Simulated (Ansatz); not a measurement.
NiP$_{3}$ in Ansatz, single run

Run with:

```bash
ansatz run input.yaml --threads 1 --pin off --max-ram 2560MiB --backend cpu --events-out ev --progress --plain --runs-dir out
```

input.yaml:

```yaml
crystal:
  lattice:
    - [3.41173546, 1.96976647, 3.24057678]
    - [-3.41173546, 1.96976647, 3.24057678]
    - [0.0, -3.93953294, 3.24057678]
  atoms:
    - { symbol: P, position: [0.7967, 0.255, 0.7967] }
    - { symbol: P, position: [0.7967, 0.7967, 0.255] }
    - { symbol: P, position: [0.255, 0.7967, 0.7967] }
    - { symbol: P, position: [0.2033, 0.745, 0.2033] }
    - { symbol: P, position: [0.745, 0.2033, 0.2033] }
    - { symbol: P, position: [0.2033, 0.2033, 0.745] }
    - { symbol: Ni, position: [0.2576, 0.2576, 0.2576] }
    - { symbol: Ni, position: [0.7424, 0.7424, 0.7424] }
  symmetry: { tolerance: 0.0003 }
kpoints:
  mp_grid: { grid: [4, 4, 4], shift: [0, 0, 0] }
magnetization:
  spin_polarized: false
scf:
  occupations: { method: fermi_dirac }
hamiltonian:
  pseudopotentials: { kind: paw }
  xc: r2scan
basis:
  ecutwfc: "36.7 Ry"
output:
  forces: true
  stress: true
  eigenvalues: true
  write_density: true
  write_potential: true
  elf: true
  volumetric_format: npy
```

Origin of the cell: a known structure type with other elements, at an estimated volume, so it need not be a known compound.

The smearing width isn't typed, so it takes its default of 0.1 eV.

Output (shortened):

```
Warning: crystal.lattice misses the space group found at crystal.symmetry.tolerance 3.0e-4 in a digit that the deck types, which is why this is a warning: making the lattice exact moves one o […]
Warning: basis.ecutwfc = 499.328938 eV is below the records' recommended 500 eV, and the density's cutoff is lower with it unless basis.ecutrho_ratio is high enough to keep the records' densi […]
Pseudopotentials: kind: paw
Pseudopotential: P, paw, valence charge 5, recommended cutoff 500 eV (meta_gga), P.paw.azcp
Pseudopotential: Ni, paw, valence charge 18, recommended cutoff 500 eV (meta_gga), Ni.paw.azcp
Functional definition: r2SCAN
  exchange = r2scan_x(k0 = k0, k1 = k1, a1 = a1)
  correlation = r2scan_c
Crystal: 8 atoms, lattice volume = 130.666 Å³
Basis set: ecut = 499.328938 eV, 3341 PW (Γ), exchange–correlation on 160×160×160 points (64 copies of the dense FFT grid, shifted against one another)
Bands: 41, of which v1, the nominal top of the filled ones, is band 33 counted from 1 (32 counted from 0)
[… 9 lines left out …]
Initial density: superposition of atomic densities (neutral atoms: chi_scale 0, normalization atom), corrected by the library's trained network
Functional: x = r2scan, c = r2scan; τ floored in thin density (d = 2e-4 eV/Å³)
SCF iter   1: F=—  HF=-16243.902550 eV  Δρ=2.65e-2  dr2=8.96e-1  dr2_τ=1.47e-1  defer=1
SCF iter   2: F=—  HF=-16244.280205 eV  Δρ=5.74e-2  dr2=3.20e0  dr2_τ=1.95e-2  defer=10  recentre
SCF iter   3: F=—  HF=-16244.032579 eV  Δρ=8.31e-3  dr2=9.09e-2  dr2_τ=6.14e-4  defer=10
SCF iter   4: F=—  HF=-16244.028144 eV  Δρ=2.10e-3  dr2=7.01e-3  dr2_τ=3.38e-4  defer=11
SCF iter   5: F=—  HF=-16244.028146 eV  Δρ=2.23e-3  dr2=5.40e-3  dr2_τ=8.91e-5  defer=11
SCF iter   6: F=—  HF=-16244.028002 eV  Δρ=9.37e-4  dr2=9.61e-4  dr2_τ=7.09e-6  defer=11
SCF iter   7: F=—  HF=-16244.027982 eV  Δρ=2.89e-4  dr2=9.82e-5  dr2_τ=6.45e-7  defer=11
SCF iter   8: F=—  HF=-16244.027978 eV  Δρ=6.46e-5  dr2=4.08e-6  dr2_τ=2.75e-8  defer=11
SCF iter   9: F=—  HF=-16244.027979 eV  Δρ=1.58e-5  dr2=4.72e-7  dr2_τ=5.78e-9  defer=11
SCF iter  10: F=—  HF=-16244.027979 eV  Δρ=2.29e-5  dr2=6.29e-7  dr2_τ=2.96e-9
SCF iter  11: F=-16244.027979 eV  HF=-16244.027979 eV  Δρ=8.11e-6  dr2=5.86e-8  dr2_τ=3.01e-10
SCF 1 converged in 11 iterations: F = -16244.027979 eV  dr2 = 5.86e-8
SCF converged after 11 iterations
Free energy (F): -16244.027979 eV
Harris-Foulkes:  -16244.027979 eV  (|F-HF|=5.71e-8)
Internal energy: -16243.913527 eV  (E = F + TS)
E sigma→0 (E₀):  -16243.970753 eV
Entropy (-TS):   -0.114452 eV (-14.306 meV/atom)
Fermi energy:    9.182574 eV
--- Per-component energies (eV) ---
  E_band       = -848.710779
  E_kinetic    = 992.501207
  E_local      = -10587.989437  (includes V_loc(G=0)·N_el)
  E_nonlocal   = 1492.796702
  E_hartree    = 4514.650527
  E_xc         = -506.929847
  E_vxc        = -622.741437  (∫ρ·V_xc dr)
  E_paw        = -6753.579798  (= ΣΔE_a)
  E_vpaw       = -1187.307069  (= ΣTr[D̂ρ^β])
  E_aug_tail   = 0.000463  (compensation charges beyond the density's cutoff)
  E_vtau       = 34.697367  (kinetic-family band-sum trace: ∫τ·v_τ [+ j·A + Jᵃ·Aᵃ] dr)
  E_ewald      = -5394.218153
  E_core_change = -1.145190  (= ΣΔE_core)
  E_smearing   = -0.114452  (= −TS)
  Σ components = -16244.027979   (vs F -16244.027979, Δ=0.00e0)
--- Forces (eV/Å), atoms counted from 1 ---
  atom   1  P     -1.958365     1.130663    -2.311307
  atom   2  P     -0.000000    -2.261325    -2.311307
  atom   3  P      1.958365     1.130663    -2.311307
  atom   4  P      1.958365    -1.130663     2.311307
  atom   5  P     -1.958365    -1.130663     2.311307
  atom   6  P     -0.000000     2.261325     2.311307
  atom   7  Ni     0.000000     0.000000    -0.170661
  atom   8  Ni    -0.000000    -0.000000     0.170661
  max |Σ_I F_I| component: 4.44e-16 eV/Å
--- Stress (GPa, compression-positive) ---
        4.270171       0.000000       0.000000
       -0.000000       4.270171       0.000000
        0.000000       0.000000      -3.731409
  P = ⅓ Tr σ = 1.6030 GPa (16.030 kbar)
```

Caveats: no spin polarisation, so a magnetic state may lie lower; the cutoff lies below the datasets' advice; the k mesh is coarse if the cell is a metal.

The run took 9.7 s on 1 thread of Intel(R) Xeon(R) Platinum 8559C (Emerald Rapids) (shared host), peak memory 0.72 GiB, from the program's own first density.
